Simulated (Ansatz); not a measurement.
Computed with DFT PBE, scalar-relativistic, plane waves, PAW in Ansatz 0.2.0. All cells share a 420 eV cutoff and Γ-centred k meshes spaced about 0.3 Å⁻¹ or finer (0.25 for metals, 2π included). No spin polarisation.

All energies are static (0 K, no zero-point motion).

Compare these two cells of Ga₂GeSe₂, each relaxed at this level.

A.

```cif
data_structure
_symmetry_space_group_name_H-M 'P-3m1'
_symmetry_Int_Tables_number 164
_cell_length_a 3.8954
_cell_length_b 3.8954
_cell_length_c 20.9775
_cell_angle_alpha 90.000
_cell_angle_beta 90.000
_cell_angle_gamma 120.000
_cell_volume 275.66
loop_
_atom_site_label
_atom_site_type_symbol
_atom_site_symmetry_multiplicity
_atom_site_Wyckoff_symbol
_atom_site_fract_x
_atom_site_fract_y
_atom_site_fract_z
_atom_site_occupancy
Ga1 Ga 2 d 0.66667 0.33333 0.63865 1
Ga2 Ga 2 c 0.00000 0.00000 0.05871 1
Ge1 Ge 2 d 0.33333 0.66667 0.47871 1
Se1 Se 2 c 0.00000 0.00000 0.30759 1
Se2 Se 2 d 0.66667 0.33333 0.88732 1
```

B.

```cif
data_structure
_symmetry_space_group_name_H-M 'P-3m1'
_symmetry_Int_Tables_number 164
_cell_length_a 3.8835
_cell_length_b 3.8835
_cell_length_c 22.2511
_cell_angle_alpha 90.000
_cell_angle_beta 90.000
_cell_angle_gamma 120.000
_cell_volume 290.63
loop_
_atom_site_label
_atom_site_type_symbol
_atom_site_symmetry_multiplicity
_atom_site_Wyckoff_symbol
_atom_site_fract_x
_atom_site_fract_y
_atom_site_fract_z
_atom_site_occupancy
Ga1 Ga 2 d 0.66667 0.33333 0.76718 1
Ga2 Ga 2 d 0.66667 0.33333 0.65603 1
Ge1 Ge 2 d 0.33333 0.66667 0.01736 1
Se1 Se 2 c 0.00000 0.00000 0.60476 1
Se2 Se 2 c 0.00000 0.00000 0.81858 1
```

Problem. Which form is favoured at zero pressure, and by what margin per atom?

Solution. A is lower, by 96 meV/atom. A has space group P-3m1 (No. 164), 27.6 Å³/atom and a gap of 0.30 eV on its mesh; B has space group P-3m1 (No. 164), 29.1 Å³/atom and no gap. Counting Ge or Se atoms around Ga (for each partner element, those within 1.25 times its shortest distance or 1.15 times the sum of covalent radii, where it is the nearest in units of that sum or under 1.3; a slash parts the counts of unlike sites), A has Ga 3/4 and B has Ga 3. A and B both hold Ge–Ge nets. Both come from trial cells of a structure search.

No dispersion correction is applied, so the spacing and binding between layers, chains or molecules are poorly described (P-3m1 at 27.6 Å³/atom, P-3m1 at 29.1 Å³/atom), and this can change margins and order among such cells. Kohn–Sham gaps at this level usually fall short of measured ones. The zero gap of P-3m1 at 29.1 Å³/atom may come from the functional, which often closes small gaps, or the cell may be a true semimetal. Small gaps are read on the mesh alone, and bands can cross between its points. With atoms moved at random, A came back. B had no clear such test and can be a saddle point.
